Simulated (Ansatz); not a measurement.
## NaCl (Fm-3m): phonons

Level of theory: PBEsol, all-electron LAPW in Ansatz 0.2.0, scalar-relativistic.

The cell is the relaxed one with its volume scaled by 1.015.

Command:

```sh
ansatz run input.yaml --threads 2 --pin off --max-ram 5120MiB --backend cpu --events-out ev --progress --plain --runs-dir out
```

input.yaml:

```yaml
crystal:
  lattice:
    - [0.0, 2.81488793447, 2.81488793447]
    - [2.81488793447, 0.0, 2.81488793447]
    - [2.81488793447, 2.81488793447, 0.0]
  atoms:
    - { symbol: Na, position: [0.0, 0.0, 0.0] }
    - { symbol: Cl, position: [0.5, 0.5, 0.5] }
kpoints:
  mp_grid: { grid: [6, 6, 6] }
scf:
  occupations: { method: fixed }
hamiltonian:
  xc: pbesol
  pseudopotentials: { kind: all_electron, lapw: { basis_error: 0.0005 } }
phonons:
  qmesh: [2, 2, 2]
  qpath:
    path:
      - [0.0, 0.0, 0.0]
      - [0.5, 0.0, 0.5]
      - [0.625, 0.25, 0.625]
      - [0.375, 0.375, 0.75]
      - [0.0, 0.0, 0.0]
      - [0.5, 0.5, 0.5]
      - [0.5, 0.25, 0.75]
      - [0.5, 0.0, 0.5]
    npoints: 6
  temperatures: { t_min: 0, t_max: 1000, t_step: 100 }
```

Output:

```
Warning: RAYON_NUM_THREADS=2 ignored (pool sized by the plan → 2); use --threads N
LAPW: plane waves up to 7.118 Å⁻¹, error target 5.0e-4 eV per atom; small_component_spin mean_spin; Na in spheres of 1.367 Å, 9 of its electrons in bands, Dirac shells []; Cl in spheres of 1.363 Å, 15 of its electrons in bands, ...
Engine: ansatz 0.2.0, aarch64-unknown-linux-gnu
Pseudopotentials: kind: all_electron
Pseudopotential: Na, LAPW, valence charge 9, lapw/all_electron/scalar/gaussian/Na, Koelling and Harmon's equation, gaussian nucleus
Pseudopotential: Cl, LAPW, valence charge 15, lapw/all_electron/scalar/gaussian/Cl, Koelling and Harmon's equation, gaussian nucleus
Functional definition: PBEsol
  exchange = pbesol_x
  correlation = pbesol_c
davidson cushion auto → on  (no smearing: the cushion is to keep the highest requested band from converging to the state above it; pin scf.eigensolver.cushion to override)
Crystal: 4 atoms, lattice volume = 89.216 Å³
Basis set: ecut = 193.0276927048687 eV, 537 PW (Γ), FFT grids on a1, a2, −a1+a2+a3, exchange–correlation at level 2
Bands: 29, of which v1, the nominal top of the filled ones, is band 24 counted from 1 (23 counted from 0)
Symmetry: 32 space group operations
k-points: 20 of 108
Non-local potential: Na, projectors of the file, none
Non-local potential: Cl, projectors of the file, none
Initial density: superposition of atomic densities (chi_scale 0.1, normalization cell, long waves kept (reshape's long-wave potential 0.00 eV rms))
Initial wavefunctions: plane waves of lowest kinetic energy (no species holds an atomic orbital)
Functional: x = pbesol(κ = 0.804, μ = 0.12345679012345678), c = pbesol(β = 0.046)
iter 1 solved again at ethr=1.54e-3 eV; its pass at ethr=1.00e-1 eV (dr2=7.40e-1 eV) is discarded
SCF iter   1: F=—  HF=-33905.327315 eV  |F-HF|=—  |Δ(HF+E_count)|=         —  Δρ=2.05e-2  dr2=7.39e-1  ethr=1.54e-3  ⟨swp⟩=2.0  Hψ=3676  notcnv=0
preconditioner: auto → Resta (q_TF=auto, 2.461 Å⁻¹)  ε∞=2.1  [insulator: Δε(μ)=5.484 eV  Ē_g=19.561 eV  n_scr=20 (ndim 8)  ℏωp=20.8 eV  f_vac=0.000  ε∞_Penn≈2.1]
SCF iter   2: F=—  HF=-33904.983356 eV  |F-HF|=—  |Δ(HF+E_count)|=   3.44e-1  Δρ=8.30e-3  dr2=1.28e-1  ethr=1.54e-3  ⟨swp⟩=2.6  Hψ=1774  notcnv=0
SCF iter   3: F=—  HF=-33904.987301 eV  |F-HF|=—  |Δ(HF+E_count)|=   3.94e-3  Δρ=4.34e-3  dr2=3.57e-2  ethr=2.67e-4  ⟨swp⟩=2.1  Hψ=1762  notcnv=0
iter 4 solved again at ethr=2.36e-7 eV; its pass at ethr=7.44e-5 eV (dr2=1.13e-4 eV) is discarded
SCF iter   4: F=—  HF=-33904.996379 eV  |F-HF|=—  |Δ(HF+E_count)|=         —  Δρ=4.04e-4  dr2=1.13e-4  ethr=2.36e-7  ⟨swp⟩=3.1  Hψ=3211  notcnv=0  defer=1
the basis was enlarged: its passes take 940.8 KiB over the memory plan, 2 of 2 planned eigensolver slots
SCF iter   5: F=—  HF=-33904.996765 eV  |F-HF|=—  |Δ(HF+E_count)|=   3.86e-4  Δρ=6.61e-5  dr2=2.09e-6  ethr=2.36e-7  ⟨swp⟩=4.2  Hψ=2084  notcnv=0
SCF iter   6: F=—  HF=-33904.996743 eV  |F-HF|=—  |Δ(HF+E_count)|=   2.18e-5  Δρ=2.46e-5  dr2=3.42e-7  ethr=4.35e-9  ⟨swp⟩=4.0  Hψ=2119  notcnv=0
SCF iter   7: F=—  HF=-33904.996745 eV  |F-HF|=—  |Δ(HF+E_count)|=   1.40e-6  Δρ=7.46e-6  dr2=3.94e-8  ethr=7.12e-10  ⟨swp⟩=4.0  Hψ=2074  notcnv=0  defer=1
[... 46 lines left out ...]
SCF iter   4: F=—  HF=-33904.996655 eV  |F-HF|=—  |Δ(HF+E_count)|=   6.12e-8  Δρ=3.07e-6  dr2=1.23e-8  ethr=2.57e-11  ⟨swp⟩=2.2  Hψ=5510  notcnv=0
SCF iter   5: F=—  HF=-33904.996655 eV  |F-HF|=—  |Δ(HF+E_count)|=   1.08e-9  Δρ=1.01e-6  dr2=1.27e-9  ethr=2.57e-11  ⟨swp⟩=3.0  Hψ=3163  notcnv=0
SCF iter   6: F=-33904.996655 eV  HF=-33904.996655 eV  |F-HF|=1.16e-10  |Δ(HF+E_count)|=   1.59e-9  Δρ=2.78e-7  dr2=1.04e-10  ethr=5.26e-12 (applied; sched 2.64e-12)  ⟨swp⟩=3.3  Hψ=3284  notcnv=0
SCF 5 converged in 6 iterations: F = -33904.996655 eV  dr2 = 1.04e-10
iter 1 solved again at ethr=1.34e-7 eV; its pass at ethr=1.00e-1 eV (dr2=6.41e-5 eV) is discarded
SCF iter   1: F=—  HF=-33904.996674 eV  |F-HF|=—  |Δ(HF+E_count)|=         —  Δρ=1.55e-4  dr2=5.90e-5  ethr=1.34e-7  ⟨swp⟩=6.0  Hψ=8510  notcnv=0
SCF iter   2: F=—  HF=-33904.996653 eV  |F-HF|=—  |Δ(HF+E_count)|=   2.04e-5  Δρ=7.34e-5  dr2=9.40e-6  ethr=1.23e-7  ⟨swp⟩=3.0  Hψ=3142  notcnv=0
SCF iter   3: F=—  HF=-33904.996654 eV  |F-HF|=—  |Δ(HF+E_count)|=   4.87e-7  Δρ=2.87e-5  dr2=1.24e-6  ethr=1.96e-8  ⟨swp⟩=2.4  Hψ=3006  notcnv=0
iter 4 solved again at ethr=7.03e-11 eV; its pass at ethr=2.58e-9 eV (dr2=3.38e-8 eV) is discarded
SCF iter   4: F=—  HF=-33904.996654 eV  |F-HF|=—  |Δ(HF+E_count)|=   5.15e-7  Δρ=4.46e-6  dr2=3.38e-8  ethr=7.03e-11  ⟨swp⟩=2.1  Hψ=5482  notcnv=0  defer=1
SCF iter   5: F=—  HF=-33904.996654 eV  |F-HF|=—  |Δ(HF+E_count)|=   9.95e-9  Δρ=1.30e-6  dr2=1.37e-9  ethr=7.03e-11  ⟨swp⟩=3.1  Hψ=3361  notcnv=0  defer=1
SCF iter   6: F=-33904.996654 eV  HF=-33904.996654 eV  |F-HF|=1.24e-10  |Δ(HF+E_count)|=   2.63e-9  Δρ=2.44e-7  dr2=6.58e-11  ethr=5.37e-12 (applied; sched 2.86e-12)  ⟨swp⟩=3.6  Hψ=3366  notcnv=0
SCF 6 converged in 6 iterations: F = -33904.996654 eV  dr2 = 6.58e-11
SCF converged after 8 iterations
Free energy (F): -33904.996745 eV
Harris-Foulkes:  -33904.996745 eV  (|F-HF|=1.19e-9)
Internal energy: -33904.996745 eV  (E = F + TS)
E sigma→0 (E₀):  -33904.996745 eV
Fermi energy:    1.285275 eV
--- Per-component energies (eV) ---
  E_band       = -3597.907268
  E_kinetic    = 34032.083472
  E_xc         = -2259.075676
  E_electrostatic = -65678.004541  (all electrons and nuclei)
  E_smearing   = -0.000000  (= −TS)
  E_closure    = -0.000000  (closes the sum)
  Σ components = -33904.996745   (vs F -33904.996745, Δ=0.00e0)
  Basis errors (estimates in eV, not in F): energy 2.5e-4 per atom: plane waves 2.2e-4 (1.1e-4 summed), levels above the bands 0.0e0, relativity 4.9e-9, radial functions 2.4e-5, core shells 6.9e-15; eigenvalues (radial functions ...
--- Forces (eV/Å), atoms counted from 1 ---
  atom   1  Na     0.00000000    -0.00000000    -0.00000000
  atom   2  Cl     0.00000000    -0.00000000     0.00000000
  atom   3  Na     0.00000000     0.00000000     0.00000000
  atom   4  Cl     0.00000000     0.00000000    -0.00000000
  max |Σ_I F_I| component: 5.53e-31 eV/Å
--- Phonons: 4 displaced members + 2 references (amplitude of the first 0.01 Å, Σ member SCF iterations 23) ---
  ASR residual: 6.796e-4 → 0.000e0 eV/Å²; symmetrization residual: 7.984e-4 eV/Å²
  largest component of a force at the reference: 6.9e-31 eV/Å
  ASR residual per site (eV/Å²): 2.95e-4 6.80e-4
  Γ frequencies (cm⁻¹): 0.00 0.00 0.00 160.27 160.27 160.27
--- Phonons (by wavevector): 3 wavevectors in 2 supercells ---
  supercell 1 (2 cells, vectors [1, 0, 0], [0, 1, -1], [0, 0, 2] in multiples of the cell's): 2 displaced members by 0.01 Å; free energy -33904.996745 eV; taken off its force constants: by the sum rule 6.8e-4, by the ...
  symmetry images taken by strict's conditions (phonons.symmetry_images: auto; settled by no image being taken that strict refuses)
  supercell 2 (2 cells, vectors [1, 0, 0], [0, 1, 0], [0, 0, 2] in multiples of the cell's): 2 displaced members by 0.01 Å; free energy -33904.996745 eV; taken off its force constants: by the sum rule 1.5e-4, by the ...
  symmetry images taken by strict's conditions (phonons.symmetry_images: auto; settled by no image being taken that strict refuses)
  q = [0.0000, 0.0000, 0.0000] (star 1, supercell 1; hermiticity 2.31e-51, symmetrization 3.64e-5): -0.00 -0.00 0.00 160.27 160.27 160.27
  q = [0.0000, 0.0000, -0.5000] (star 4, supercell 2; hermiticity 8.92e-17, symmetrization 4.91e-16): 111.27 111.27 132.11 132.11 167.91 212.82
  q = [0.0000, -0.5000, -0.5000] (star 3, supercell 1; hermiticity 1.29e-16, symmetrization 3.84e-16): 81.38 81.38 135.82 168.06 168.06 178.23
  joined force constants: q→R imaginary residual 3.06e-17
  density of states and harmonic sums: on the 20×20×20 q-mesh, interpolated from the force constants of a 2×2×2 supercell (no non-analytic term)
  largest difference from the sums on the solved wave vectors: F 7.48e-2 eV, S 1.07e-4 and C_V 3.23e-5 eV/K
```

Self-consistency was reached.

Harmonic thermodynamics:

Harmonic phonons of a crystal by Kohn-Sham DFT at the given cell, standard atomic masses, acoustic sum rule imposed; negative wavenumbers are unstable modes; sums over wave vectors interpolated from the q mesh.

| Quantity | Value |
| --- | --- |
| Zero point energy | 25.5 meV/atom |

```
temperature (K)  phonon heat capacity (k_B/atom)  phonon entropy (k_B/atom)  phonon free energy (meV/atom)
            100                            2.174                      1.561                          20.73
            200                            2.754                      3.303                          -0.81
            300                            2.887                       4.45                          -34.5
            400                            2.936                      5.288                         -76.62
            500                            2.958                      5.946                         -125.1
            600                            2.971                      6.486                         -178.8
            700                            2.979                      6.945                         -236.7
            800                            2.984                      7.343                         -298.3
            900                            2.987                      7.694                         -363.1
           1000                            2.989                      8.009                         -430.8
```

Phonons on the q mesh:

One row a degenerate set, branches counted upwards.

| Property | Result |
| --- | --- |
| Unstable phonons | no |

| point | q a (r.l.u.) | q b (r.l.u.) | q c (r.l.u.) | branch | phonon wavenumber (cm⁻¹) | degeneracy |
| --- | --- | --- | --- | --- | --- | --- |
| Gamma | 0 | 0 | 0 | 4 | 160.3 | 3 |
| L | 0.5 | 0 | 0 | 1 | 111.3 | 2 |
| L | 0.5 | 0 | 0 | 3 | 132.1 | 2 |
| L | 0.5 | 0 | 0 | 5 | 167.9 | 1 |
| L | 0.5 | 0 | 0 | 6 | 212.8 | 1 |
| X | 0.5 | 0.5 | 0 | 1 | 81.4 | 2 |
| X | 0.5 | 0.5 | 0 | 3 | 135.8 | 1 |
| X | 0.5 | 0.5 | 0 | 4 | 168.1 | 2 |
| X | 0.5 | 0.5 | 0 | 6 | 178.2 | 1 |

### Zone-centre phonons

Optical zone-centre levels upwards with Mulliken labels, activity, and the element with most of the kinetic energy.

* Point group: m-3m

```tsv
number	phonon wavenumber (cm⁻¹)	label	infrared	raman	lead element
1	160.3	T1u	yes	no	Na
```

Caveats: cell scaled away from its relaxed volume; no LO-TO term in the interpolation; coarse q mesh; no LO-TO term at the zone centre.

Time and hardware: 39 s on 2 threads of Arm Neoverse V2, on a shared host, peak memory 0.36 GiB.
